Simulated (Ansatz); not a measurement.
Input file for Ansatz (an electronic-structure program):

Ansatz 0.2 input:
```yaml
crystal:
  lattice:
    - [0.0, 3.2546955533, 3.2546955533]
    - [3.2546955533, 0.0, 3.2546955533]
    - [3.2546955533, 3.2546955533, 0.0]
  atoms:
    - { symbol: Mg, position: [0.0, 0.0, 0.0] }
    - { symbol: Te, position: [0.25, 0.25, 0.25] }
kpoints:
  mp_grid: { grid: [6, 6, 6] }
  band_path:
    path:
      - [[0.0, 0.0, 0.0], [0.5, 0.0, 0.5], [0.625, 0.25, 0.625]]  # Γ-X-U
      - [[0.375, 0.375, 0.75], [0.0, 0.0, 0.0], [0.5, 0.5, 0.5], [0.5, 0.25, 0.75], [0.5, 0.0, 0.5]]  # K-Γ-L-W-X
      - [VBM, CBM]
    npoints: 12
basis: { xc_grid: 2 }
hamiltonian:
  xc: pbe
  pseudopotentials: { kind: paw }
magnetization: { noncollinear: true, spin_orbit: true }
scf:
  n_extra_bands: 12
  convergence: { dr2_threshold: 0.0000000001 }
  occupations: { method: gaussian, width: 0.01 }
checkpoint: { write: soc.run }
output: { eigenvalues: true }
```

Output (shortened):

```
Pseudopotential: Mg, paw_fr, valence charge 10
Pseudopotential: Te, paw_fr, valence charge 16
Functional definition: PBE
non-collinear run that drives no moment, with spin-orbit …
Crystal: 2 atoms, lattice volume = 68.954 Å³
Basis set: ecut = 420 eV, 1363 PW (Γ), exchange–correlation on 64×64×64 points (8 copies of the dense FFT grid, shifted against one another)
Bands: 38, of which v1, the nominal top of the filled ones, is band 26 counted from 1 (25 counted from 0)
Symmetry: 24 space group operations + 24 with time reversal
k-points: 16 of 216 (time reversal used)
Projection manifold: j_resolved (fully-relativistic pseudo-atomic orbitals)
SCF iter   1: F=—  HF=-8908.314957 eV  |F-HF|=—  |Δ(HF+E_count)|=         —  Δρ=2.74e-2  dr2=3.72e-1  dr2_m=0.00e0 (ungated)  ethr=3.10e-3  |M|=0.00e0 ∫|m|=0.00e0 μB  |m|>n=0.0e0 m-floor=0.0e0 τ_xc=0.0e0  β_m=0.30  ⟨swp⟩=8.8  Hψ=3559  notcnv=0  defer=10
preconditioner: auto → none
SCF iter   2: F=—  HF=-8908.264156 eV  |F-HF|=—  |Δ(HF+E_count)|=   5.08e-2  Δρ=1.75e-2  dr2=1.56e-1  dr2_m=0.00e0 (ungated)  ethr=1.43e-3  |M|=0.00e0 ∫|m|=0.00e0 μB  |m|>n=0.0e0 m-floor=0.0e0 τ_xc=0.0e0  β_m=0.55  ⟨swp⟩=2.0  Hψ=832  notcnv=0  defer=89
SCF iter   3: F=—  HF=-8908.265866 eV  |F-HF|=—  |Δ(HF+E_count)|=   1.71e-3  Δρ=1.96e-3  dr2=2.23e-3  dr2_m=0.00e0 (ungated)  ethr=6.00e-4  |M|=0.00e0 ∫|m|=0.00e0 μB  |m|>n=0.0e0 m-floor=0.0e0 τ_xc=0.0e0  β_m=0.66  ⟨swp⟩=2.6  Hψ=1032  notcnv=0  defer=94
SCF iter   4: F=—  HF=-8908.267302 eV  |F-HF|=—  |Δ(HF+E_count)|=   1.44e-3  Δρ=4.53e-4  dr2=1.06e-4  dr2_m=0.00e0 (ungated)  ethr=8.57e-6  |M|=0.00e0 ∫|m|=0.00e0 μB  |m|>n=0.0e0 m-floor=0.0e0 τ_xc=0.0e0  β_m=0.71  ⟨swp⟩=2.8  Hψ=1094  notcnv=0  defer=94
SCF iter   5: F=—  HF=-8908.267337 eV  |F-HF|=—  |Δ(HF+E_count)|=   3.47e-5  Δρ=9.54e-5  dr2=1.13e-5  dr2_m=0.00e0 (ungated)  ethr=4.07e-7  |M|=0.00e0 ∫|m|=0.00e0 μB  |m|>n=0.0e0 m-floor=0.0e0 τ_xc=0.0e0  β_m=0.69  ⟨swp⟩=2.0  Hψ=996  notcnv=0  defer=94
SCF iter   6: F=—  HF=-8908.267337 eV  |F-HF|=—  |Δ(HF+E_count)|=   2.34e-7  Δρ=2.15e-5  dr2=2.18e-7  dr2_m=0.00e0 (ungated)  ethr=4.36e-8  |M|=0.00e0 ∫|m|=0.00e0 μB  |m|>n=0.0e0 m-floor=0.0e0 τ_xc=0.0e0  β_m=0.70  ⟨swp⟩=3.0  Hψ=896  notcnv=0  defer=94
SCF iter   7: F=—  HF=-8908.267337 eV  |F-HF|=—  |Δ(HF+E_count)|=   6.98e-8  Δρ=4.86e-6  dr2=1.05e-8  dr2_m=0.00e0 (ungated)  ethr=8.37e-10  |M|=0.00e0 ∫|m|=0.00e0 μB  |m|>n=0.0e0 m-floor=0.0e0 τ_xc=0.0e0  β_m=0.75  ⟨swp⟩=2.6  Hψ=917  notcnv=0  defer=94
SCF iter   8: F=—  HF=-8908.267337 eV  |F-HF|=—  |Δ(HF+E_count)|=   1.50e-8  Δρ=8.07e-7  dr2=6.78e-10  dr2_m=0.00e0 (ungated)  ethr=4.03e-11  |M|=0.00e0 ∫|m|=0.00e0 μB  |m|>n=0.0e0 m-floor=0.0e0 τ_xc=0.0e0  β_m=0.80  ⟨swp⟩=2.2  Hψ=706  notcnv=0  defer=94
SCF iter   9: F=-8908.267337 eV  HF=-8908.267337 eV  |F-HF|=3.64e-12  |Δ(HF+E_count)|=  3.02e-10  Δρ=9.58e-8  dr2=1.11e-11  dr2_m=0.00e0 (ungated)  ethr=1.00e-12  |M|=0.00e0 ∫|m|=0.00e0 μB  |m|>n=0.0e0 m-floor=0.0e0 τ_xc=0.0e0  ⟨swp⟩=10.2  Hψ=2500  notcnv=0
SCF 1 converged in 9 iterations: F = -8908.267337 eV  dr2 = 1.11e-11
NSCF: frozen V_eff on 16 k-points
NSCF: frozen V_eff on 16 k-points
NSCF: frozen V_eff on 14 k-points
NSCF: frozen V_eff on 2 k-points
NSCF: frozen V_eff on 2 k-points
NSCF: frozen V_eff on 2 k-points
NSCF: frozen V_eff on 2 k-points
NSCF: frozen V_eff on 2 k-points
NSCF: frozen V_eff on 87 k-points
SCF converged after 9 iterations
Magnetization: |M| = 0.0000 μB,  M = (+0.0000, +0.0000, +0.0000) μB
Absolute magnetization: 0.0000 μB (∫|m|)
  site 0: m = (+0.0000, +0.0000, +0.0000) μB, |m| = 0.0000 μB  (R = 1.16 Å)
  site 1: m = (+0.0000, +0.0000, +0.0000) μB, |m| = 0.0000 μB  (R = 1.16 Å)
Free energy (F): -8908.267337 eV
Harris-Foulkes:  -8908.267337 eV  (|F-HF|=3.64e-12)
Internal energy: -8908.267337 eV  (E = F + TS)
E sigma→0 (E₀):  -8908.267337 eV
Fermi energy:    5.401071 eV
--- Per-component energies (eV) ---
  E_band       = -672.805695
  E_kinetic    = 256.251240
  E_local      = -3335.371035  (includes V_loc(G=0)·N_el)
  E_nonlocal   = -213.682546
  E_hartree    = 1585.773344
  E_xc         = -153.179745
  E_vxc        = -141.354214  (∫ρ·V_xc dr)
  E_paw        = -4958.885426  (= ΣΔE_a)
  E_vpaw       = -410.195590  (= ΣTr[D̂ρ^β])
  E_aug_tail   = -0.000172  (compensation charges beyond the density's cutoff)
  E_ewald      = -2089.172997
  E_smearing   =  0.000000  (= −TS)
  E_closure    =  0.000000  (closes the sum)
  Σ components = -8908.267337   (vs F -8908.267337, Δ=0.00e0)
  [band-id]    e_kinetic+e_local+e_nonlocal+2·e_hartree+e_vxc+e_vpaw+e_augmentation_tail = -672.805629   (vs E_band -672.805695, Δ=6.63e-5)
--- Band table (eV; the first three rows and the last of 16) ---
  k-point 0: bands = ["-71.0213", "-71.0213", "-37.9682", "-37.9682", "-37.6801", "-37.6801", "-37.6801", "-37.6801", "-31.7829", "-31.7829", "-31.7829", "-31.7829", "-30.3222", "-30.3222", "-30.3177", "-30.3177", "-30.3177", "-30.3177", "-5.9925", "-5.9925", …
  k-point 1: bands = ["-71.0213", "-71.0213", "-37.9682", "-37.9682", "-37.6801", "-37.6801", "-37.6801", "-37.6801", "-31.7829", "-31.7829", "-31.7829", "-31.7829", "-30.3222", "-30.3222", "-30.3177", "-30.3177", "-30.3176", "-30.3176", "-5.8687", "-5.8687", …
  k-point 2: bands = ["-71.0213", "-71.0213", "-37.9682", "-37.9682", "-37.6802", "-37.6802", "-37.6801", "-37.6801", "-31.7829", "-31.7828", "-31.7828", "-31.7828", "-30.3221", "-30.3221", "-30.3178", "-30.3178", "-30.3174", "-30.3174", "-5.5909", "-5.5909", …
  k-point 15: bands = ["-71.0213", "-71.0213", "-37.9683", "-37.9683", "-37.6802", "-37.6802", "-37.6801", "-37.6801", "-31.7830", "-31.7828", "-31.7827", "-31.7827", "-30.3221", "-30.3219", "-30.3176", "-30.3176", "-30.3175", "-30.3174", "-5.2378", …
```

Cost: roughly 50 core-seconds on shared cores.

Space group F-43m (zinc blende). The PBE relaxation kept the symmetry of its start.

Potentials: the later of the program's two PAW sets.

Ansatz is a plane-wave DFT program.
